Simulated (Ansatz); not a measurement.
TiAl3 in space group I4/mmm (No. 139; Al on 2b, Al on 4d, Ti on 2a) at seven volumes, r²SCAN in the plane-wave PAW code Ansatz, shape and atoms relaxed at each. One row is withheld.

```
V (Å³/atom)  P (GPa)
-----------  -------
14.240         13.11
14.709             ?
15.179          3.73
15.648          0.00
16.118         -3.21
16.587         -5.97
17.057         -8.34
```

Fit the shown pressures and predict the withheld one.

P = (3/2)B₀(x^(7/2) − x^(5/2))[1 + (3/4)(B′ − 4)(x − 1)] with x = (V₀/V)^(2/3). Least squares on the six rows gives V₀ = 15.648 Å³/atom, B₀ = 115 GPa, B′ = 4.01. At V = 14.709, x = 1.0421 and P = 8.06 GPa. The run itself gave 8.06 GPa.

The r²SCAN relaxation kept the symmetry of its start; of distortions, only those at the zone centre were tested. No spin polarisation was allowed.

Potentials: the later of the program's two PAW sets.
